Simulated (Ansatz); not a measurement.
AgI:
```
AgI
1.0
    4.56018     0.00000     0.00000
   -2.28009     3.94923     0.00000
    0.00000     0.00000     7.45153
Ag I
2 2
Direct
  0.33333   0.66667   0.00241
  0.66667   0.33333   0.50241
  0.33333   0.66667   0.37749
  0.66667   0.33333   0.87749
```

Tensor components refer to the Cartesian frame of this cell.

Give the high-frequency dielectric tensor and the Born effective charge tensors of the independent atoms from DFPT, PBEsol in the plane-wave PAW code Ansatz.


ε∞:
```
5.46  0.00  0.00
0.00  5.46  0.00
0.00  0.00  5.52
```
Z* of atom 1 (Ag), rows: field, columns: displacement, in e:
```
1.16  0.00  0.00
0.00  1.16  0.00
0.00  0.00  1.20
```
Z* of atom 3 (I), rows: field, columns: displacement, in e:
```
-1.16   0.00   0.00
 0.00  -1.16   0.00
 0.00   0.00  -1.20
```

Static charges for comparison (Bader): Ag1 +0.23, I3 -0.23 e. Born charges measure polarisation by displacement and can exceed these by far.

Space group P6_3mc (wurtzite). The cell was relaxed with PBEsol under the symmetry of its start. No spin polarisation was allowed. Scalar-relativistic: spin–orbit coupling is off unless named, which matters more the heavier the elements.

Potentials: the later of the program's two PAW sets.
